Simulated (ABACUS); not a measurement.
Set-up for a self-consistent single point of AlRu (Pm-3m, 2 atoms in the cell; from Materials Project mp-542569, changed as shown).

```
CELL_PARAMETERS angstrom
      3.04215     0.00000     0.00000
      0.00000     3.04215     0.00000
      0.00000     0.00000     3.04215
ATOMIC_POSITIONS crystal
  Al 0.00000 0.00000 0.00000
  Ru 0.50000 0.50000 0.50000
```

Method: PBE, numerical atomic orbitals DZP (confined pseudo-atomic orbitals with Gaussian additions; energy shift 0.01 Ry), PseudoDojo 0.5 standard norm-conserving PBE (tails mended) pseudopotentials run with ABACUS.

ABACUS settings:

basis: DZP numerical atomic orbitals, energy shift 0.01 Ry
KPT: Gamma 8 8 8 0 0 0
basis_type: lcao
ecutwfc: 100 Ry
smearing_method: fd
smearing_sigma: 0.00999582 Ry
potentials: PseudoDojo 0.5 standard norm-conserving PBE (tails mended)
symmetry: 1
ks_solver: genelpa
scf_nmax: 100
scf_thr: 1.0e-07
mixing_type: pulay

Results:

Number of valence electrons: 19
Number of bands: 20
Number of k-points after the program's reduction: 35
Size of the basis: 39
Number of SCF iterations: 9
Free energy E − TS: -2814.6680 eV
Fermi level (on the code's own zero): 15.29 eV
Pressure: -6.39 GPa

Stress (GPa, positive for compression):
```
-6.39   0.00   0.00
 0.00  -6.39   0.00
 0.00   0.00  -6.39
```

For comparison: a first run was changed to give this one (lattice scaled by 1.02), and from it to this one the free energy goes up by 3.8 meV/atom and the pressure goes from 5.60 to -6.39 GPa.

The atom-centred basis is finite, which shifts total energies and pressures against plane waves. The structure comes from a collection of computed structures, made at another level of theory; the collection holds predicted forms beside known ones. No clean gap shows at this smearing width and mesh (spacing up to 0.26 Å⁻¹); the mesh is coarse for partly filled bands, so the values carry mesh errors.

Cost on one core: about 14 core-seconds (a rough figure).

The atomic orbitals were generated for these runs; they are not ABACUS's published sets and were checked against plane waves on a few crystals only.

“Tails mended”: in these copies of the files the far tail of each local potential was reset to the Coulomb form.
